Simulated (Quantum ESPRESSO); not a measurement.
# Ti6AuW: one run as intended and one with a planted mistake

A calculation, not a measurement. The program is pw.x of Quantum ESPRESSO 7.5 (plane-wave density functional theory). The cell is made up: eight metal atoms on a hexagonal close-packed lattice, with elements, volume, strain and displacements drawn at random and not relaxed, so it may be unstable or far from any real phase. PseudoDojo standard norm-conserving files set the functional (PBE unless stated); there is no spin polarisation or spin-orbit coupling, the Fermi-Dirac width of 0.25 eV means electrons at about 2900 K, and the masses in the input are unused placeholders. Heavy elements are run without spin-orbit coupling, which real alloys of them have. A spin test at this wide smearing found no moment, but such smearing suppresses magnetism that the real alloy may have.

Intended input:

```
&control calculation='scf', pseudo_dir='./dojo.nc.sr.pbe.v0_5.standard.upf', outdir='./o', disk_io='minimal', tprnfor=.true., tstress=.true. /
&system ibrav=0, nat=8, ntyp=3, nbnd=70, ecutwfc=84.00895049, nosym=.true., tot_charge=0,
 occupations='smearing', smearing='fd', degauss=0.0183746611
/
&electrons conv_thr=1.470e-08, electron_maxstep=70, mixing_beta=0.5 /
ATOMIC_SPECIES
Au 1.0 Au.upf
Ti 1.0 Ti.upf
W 1.0 W.upf
CELL_PARAMETERS angstrom
-0.0272 0.0646 -4.7298
0.0118 5.065 -0.068
5.6835 0.0136 0.0331
ATOMIC_POSITIONS angstrom
Ti -0.0179 -0.0185 -0.0396
Ti 2.8129 0.0425 -0.0668
Au 1.3557 2.4566 -0.0777
Ti 4.3077 2.6295 -0.0938
W 0.099 1.7566 -2.3742
Ti 2.8044 1.8071 -2.3523
Ti 1.4116 4.2723 -2.2765
Ti 4.372 4.3889 -2.3207
K_POINTS automatic
5 5 4 1 1 1
```

The log is shortened where brackets say so; the opening notice, blank lines, dates and the lines on written files are dropped, and the path of the files is cut. It prints rydbergs, bohrs and kilobars, and counts compression as positive stress. Its total energy is the free energy E - TS of the whole cell.

Log of the intended run:

```
     Program PWSCF v.7.5
     Parallel version (MPI & OpenMP), running on       4 processor cores
     Number of MPI processes:                 4
     Threads/MPI process:                     1
     [start-up lines left out]
     bravais-lattice index     =            0
     lattice parameter (alat)  =       8.9390  a.u.
     unit-cell volume          =     918.6243 (a.u.)^3
     number of atoms/cell      =            8
     number of atomic types    =            3
     number of electrons       =       105.00
     number of Kohn-Sham states=           70
     kinetic-energy cutoff     =      84.0090  Ry
     charge density cutoff     =     336.0358  Ry
     scf convergence threshold =      1.5E-08
     mixing beta               =       0.5000
     number of iterations used =            8  plain     mixing
     Exchange-correlation= PBE
                           (   1   4   3   4   0   0   0)
     [axes and pseudopotential details left out]
   Cartesian axes
     site n.     atom                  positions (alat units)
         1        Ti     tau(   1) = (  -0.0037841  -0.0039109  -0.0083715  )
         2        Ti     tau(   2) = (   0.5946533   0.0089846  -0.0141217  )
         3        Au     tau(   3) = (   0.2865980   0.5193307  -0.0164260  )
         4        Ti     tau(   4) = (   0.9106573   0.5558821  -0.0198295  )
         5        W      tau(   5) = (   0.0209288   0.3713491  -0.5019111  )
         6        Ti     tau(   6) = (   0.5928564   0.3820249  -0.4972814  )
         7        Ti     tau(   7) = (   0.2984154   0.9031737  -0.4812571  )
         8        Ti     tau(   8) = (   0.9242505   0.9278232  -0.4906011  )
     number of k points=    50  Fermi-Dirac smearing, width (Ry)=  0.0184
                       cart. coord. in units 2pi/alat
        k(    1) = (   0.1043952   0.0918152  -0.0993573), wk =   0.0400000
        k(    2) = (   0.3124758   0.0913142  -0.1005608), wk =   0.0400000
     [further k points left out]
     Dense  grid:    95507 G-vectors     FFT dimensions: (  54,  60,  64)
     Estimated max dynamical RAM per process >     331.18 MB
     Estimated total dynamical RAM >       1.23 GB
     Initial potential from superposition of free atoms
     starting charge     104.9899, renormalised to     105.0000
     Starting wfcs are   80 randomized atomic wfcs
     total cpu time spent up to now is        4.8 secs
     per-process dynamical memory:   254.6 Mb
     Self-consistent Calculation
     iteration #  1     ecut=    84.01 Ry     beta= 0.50
     Davidson diagonalization with overlap
     ethr =  1.00E-02,  avg # of iterations =  2.7
     total cpu time spent up to now is       15.1 secs
     total energy              =   -1158.66671372 Ry
     estimated scf accuracy    <       2.91573211 Ry
     iteration #  2     ecut=    84.01 Ry     beta= 0.50
     Davidson diagonalization with overlap
     ethr =  2.78E-03,  avg # of iterations =  5.1
     total cpu time spent up to now is       27.9 secs
     total energy              =   -1159.18767490 Ry
     estimated scf accuracy    <      12.33414105 Ry
     [iterations 3 to 20 left out]
     iteration # 21     ecut=    84.01 Ry     beta= 0.50
     Davidson diagonalization with overlap
     ethr =  3.91E-11,  avg # of iterations =  6.0
     total cpu time spent up to now is      236.4 secs
     total energy              =   -1160.41788288 Ry
     estimated scf accuracy    <       0.00000002 Ry
     iteration # 22     ecut=    84.01 Ry     beta= 0.50
     Davidson diagonalization with overlap
     ethr =  1.77E-11,  avg # of iterations =  2.9
     total cpu time spent up to now is      246.3 secs
     End of self-consistent calculation
     [lines on levels left out]
!    total energy              =   -1160.41788287 Ry
     estimated scf accuracy    <       0.00000001 Ry
     smearing contrib. (-TS)   =      -0.16880255 Ry
     internal energy E=F+TS    =   -1160.24908031 Ry
     The total energy is F=E-TS. E is the sum of the following terms:
     one-electron contribution =    -375.41679735 Ry
     hartree contribution      =     229.11205356 Ry
     xc contribution           =    -190.02544385 Ry
     ewald contribution        =    -823.91889268 Ry
     convergence has been achieved in  22 iterations
     Forces acting on atoms (cartesian axes, Ry/au):
     atom    1 type  2   force =     0.00093892    0.01521123    0.03331242
     atom    2 type  2   force =     0.00401999   -0.01351606    0.02989364
     atom    3 type  1   force =     0.03897564    0.03105515    0.04211350
     atom    4 type  2   force =    -0.01360981   -0.00327466    0.01617777
     atom    5 type  3   force =    -0.04452214   -0.02016141   -0.02871346
     atom    6 type  2   force =     0.02568560   -0.00656547   -0.02432171
     atom    7 type  2   force =     0.00695697   -0.01137351   -0.03685508
     atom    8 type  2   force =    -0.01844517    0.00862472   -0.03160709
     Total force =     0.120857     Total SCF correction =     0.000309
     Computing stress (Cartesian axis) and pressure
          total   stress  (Ry/bohr**3)                   (kbar)     P=       28.33
   0.00026703   0.00008614   0.00002439           39.28       12.67        3.59
   0.00008614  -0.00003962   0.00003186           12.67       -5.83        4.69
   0.00002439   0.00003186   0.00035029            3.59        4.69       51.53
     init_run     :      4.54s CPU      4.77s WALL (       1 calls)
     electrons    :    240.55s CPU    241.50s WALL (       1 calls)
     forces       :      1.72s CPU      1.74s WALL (       1 calls)
     stress       :      5.93s CPU      5.93s WALL (       1 calls)
     [timing details left out]
     PWSCF        :   4m12.83s CPU   4m14.05s WALL
     JOB DONE.
```

A second run has one planted mistake: the files are those of another functional. The input lines that differ:

```
- &control calculation='scf', pseudo_dir='./dojo.nc.sr.pbe.v0_5.standard.upf', outdir='./o', disk_io='minimal', tprnfor=.true., tstress=.true. /
+ &control calculation='scf', pseudo_dir='./dojo.nc.sr.lda.v0_4_1.standard.upf', outdir='./o', disk_io='minimal', tprnfor=.true., tstress=.true. /
```

Its log:

```
     Program PWSCF v.7.5
     Parallel version (MPI & OpenMP), running on       4 processor cores
     Number of MPI processes:                 4
     Threads/MPI process:                     1
     [start-up lines left out]
     bravais-lattice index     =            0
     lattice parameter (alat)  =       8.9390  a.u.
     unit-cell volume          =     918.6243 (a.u.)^3
     number of atoms/cell      =            8
     number of atomic types    =            3
     number of electrons       =       105.00
     number of Kohn-Sham states=           70
     kinetic-energy cutoff     =      84.0090  Ry
     charge density cutoff     =     336.0358  Ry
     scf convergence threshold =      1.5E-08
     mixing beta               =       0.5000
     number of iterations used =            8  plain     mixing
     Exchange-correlation= SLA  PW   NOGX NOGC
                           (   1   4   0   0   0   0   0)
     [axes and pseudopotential details left out]
   Cartesian axes
     site n.     atom                  positions (alat units)
         1        Ti     tau(   1) = (  -0.0037841  -0.0039109  -0.0083715  )
         2        Ti     tau(   2) = (   0.5946533   0.0089846  -0.0141217  )
         3        Au     tau(   3) = (   0.2865980   0.5193307  -0.0164260  )
         4        Ti     tau(   4) = (   0.9106573   0.5558821  -0.0198295  )
         5        W      tau(   5) = (   0.0209288   0.3713491  -0.5019111  )
         6        Ti     tau(   6) = (   0.5928564   0.3820249  -0.4972814  )
         7        Ti     tau(   7) = (   0.2984154   0.9031737  -0.4812571  )
         8        Ti     tau(   8) = (   0.9242505   0.9278232  -0.4906011  )
     number of k points=    50  Fermi-Dirac smearing, width (Ry)=  0.0184
                       cart. coord. in units 2pi/alat
        k(    1) = (   0.1043952   0.0918152  -0.0993573), wk =   0.0400000
        k(    2) = (   0.3124758   0.0913142  -0.1005608), wk =   0.0400000
     [further k points left out]
     Dense  grid:    95507 G-vectors     FFT dimensions: (  54,  60,  64)
     Estimated max dynamical RAM per process >     331.18 MB
     Estimated total dynamical RAM >       1.23 GB
     Initial potential from superposition of free atoms
     starting charge     104.9914, renormalised to     105.0000
     Starting wfcs are   80 randomized atomic wfcs
     total cpu time spent up to now is        4.8 secs
     per-process dynamical memory:   254.6 Mb
     Self-consistent Calculation
     iteration #  1     ecut=    84.01 Ry     beta= 0.50
     Davidson diagonalization with overlap
     ethr =  1.00E-02,  avg # of iterations =  2.7
     total cpu time spent up to now is       15.1 secs
     total energy              =   -1157.45430172 Ry
     estimated scf accuracy    <       2.82508679 Ry
     iteration #  2     ecut=    84.01 Ry     beta= 0.50
     Davidson diagonalization with overlap
     ethr =  2.69E-03,  avg # of iterations =  5.2
     total cpu time spent up to now is       27.9 secs
     total energy              =   -1157.92387895 Ry
     estimated scf accuracy    <      12.28233901 Ry
     [iterations 3 to 19 left out]
     iteration # 20     ecut=    84.01 Ry     beta= 0.50
     Davidson diagonalization with overlap
     ethr =  1.71E-10,  avg # of iterations =  2.0
     total cpu time spent up to now is      213.5 secs
     total energy              =   -1159.15368912 Ry
     estimated scf accuracy    <       0.00000007 Ry
     iteration # 21     ecut=    84.01 Ry     beta= 0.50
     Davidson diagonalization with overlap
     ethr =  6.95E-11,  avg # of iterations =  1.7
     total cpu time spent up to now is      221.9 secs
     End of self-consistent calculation
     [lines on levels left out]
!    total energy              =   -1159.15368912 Ry
     estimated scf accuracy    <       0.00000001 Ry
     smearing contrib. (-TS)   =      -0.17146590 Ry
     internal energy E=F+TS    =   -1158.98222322 Ry
     The total energy is F=E-TS. E is the sum of the following terms:
     one-electron contribution =    -377.38194620 Ry
     hartree contribution      =     229.03303371 Ry
     xc contribution           =    -186.71441806 Ry
     ewald contribution        =    -823.91889268 Ry
     convergence has been achieved in  21 iterations
     Forces acting on atoms (cartesian axes, Ry/au):
     atom    1 type  2   force =     0.00224438    0.01472444    0.02820357
     atom    2 type  2   force =     0.00190309   -0.01230496    0.02401188
     atom    3 type  1   force =     0.03251853    0.02549133    0.03588915
     atom    4 type  2   force =    -0.00874084   -0.00287364    0.01183729
     atom    5 type  3   force =    -0.03672683   -0.01799167   -0.02372335
     atom    6 type  2   force =     0.01906885   -0.00580247   -0.02043518
     atom    7 type  2   force =     0.00241034   -0.01172586   -0.02976960
     atom    8 type  2   force =    -0.01267753    0.01048283   -0.02601376
     Total force =     0.099980     Total SCF correction =     0.000304
     Computing stress (Cartesian axis) and pressure
          total   stress  (Ry/bohr**3)                   (kbar)     P=      -70.15
  -0.00042604   0.00007628   0.00002413          -62.67       11.22        3.55
   0.00007628  -0.00068252   0.00002310           11.22     -100.40        3.40
   0.00002413   0.00002310  -0.00032199            3.55        3.40      -47.37
     init_run     :      4.47s CPU      4.69s WALL (       1 calls)
     electrons    :    215.47s CPU    217.06s WALL (       1 calls)
     forces       :      1.67s CPU      1.70s WALL (       1 calls)
     stress       :      5.73s CPU      5.74s WALL (       1 calls)
     [timing details left out]
     PWSCF        :   3m47.53s CPU   3m49.39s WALL
     JOB DONE.
```

|  | intended run | run with the mistake |
| --- | --- | --- |
| free energy (eV) | -15788.290 | -15771.089 |
| entropy term -TS, part of it (eV) | -2.297 | -2.333 |
| pressure (GPa) | 2.83 | -7.01 |
| size of the largest force component (eV/Å) | 1.145 | 0.944 |
| largest change of a force component (eV/Å) |  | 0.200 |
| iterations | 22 | 21 |

For scale, a rerun of the intended cell at a higher cutoff and on a denser mesh moved values by no more than 0.002 eV in energy, 0.02 GPa in stress and 0.006 eV/Å in force, and a second program with other atomic files agreed on that cell to 2 % rms in force and 0.5 GPa in pressure. Files of another functional or element have another zero of energy, so the energy change says nothing on stability.